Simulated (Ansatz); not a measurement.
MgO (rock salt)

```
CELL_PARAMETERS angstrom
      0.00000     4.25445     4.25445
      2.12722     0.00000     2.12722
      2.12722     2.12722     0.00000
ATOMIC_POSITIONS crystal
  O  0.00000 0.00000 0.00000
  O  0.50000 0.00000 0.00000
  Mg 0.25000 0.50000 0.50000
  Mg 0.75000 0.50000 0.50000
```

A phonon eigenvector at L = (0.5, 0.0, 0.0) is frozen into this cell: atom i moves by Q times the vector below, so Q is the largest atomic displacement, in Å. The cell is held. (q is in reciprocal vectors of the primitive cell; the cell shown is doubled to hold the pattern.)

```tsv
atom	x	y	z
O1	0.577	-0.577	-0.577
O2	-0.577	0.577	0.577
```

Atoms not listed stay in place.

Method: PBE (plane waves to 420 eV, PAW, scalar-relativistic; Ansatz, a quantum-chemistry and plane-wave program). k mesh 13×13×13 (Γ-centred), Fermi-Dirac smearing 0.05 eV. Energies are smeared free energies. MgO was relaxed with its symmetry unable to fall. The PAW data are Ansatz's earlier set. The zero of ΔE is the undisplaced structure.

```csv
Q (Å),ΔE (meV/cell)
-0.1000,176.5
-0.0833,122.6
-0.0667,78.5
-0.0500,withheld
-0.0333,19.6
-0.0167,4.9
0.0000,0.0
0.0167,4.9
0.0333,19.6
0.0500,withheld
0.0667,78.5
0.0833,122.6
0.1000,176.5
```

**Question.** Fit an even polynomial form (powers 2, 4) to the given rows and predict ΔE at Q = -0.0500.

**Answer.** Least squares on the 11 given rows: ΔE = (17670)·Q² + (-1471)·Q⁴, in meV/cell with Q in Å; root-mean-square residual 0.05 meV/cell. At -0.0500 the fit gives 44.2 meV/cell; the calculation gives 44.1 meV/cell, so the interpolation is off by 0.1 (+0.2 %). The quadratic term alone would give 44.2 meV/cell.

(For displaced atoms, the force is minus the slope of the energy, and its curvature is a force constant, which sets phonon frequencies.)
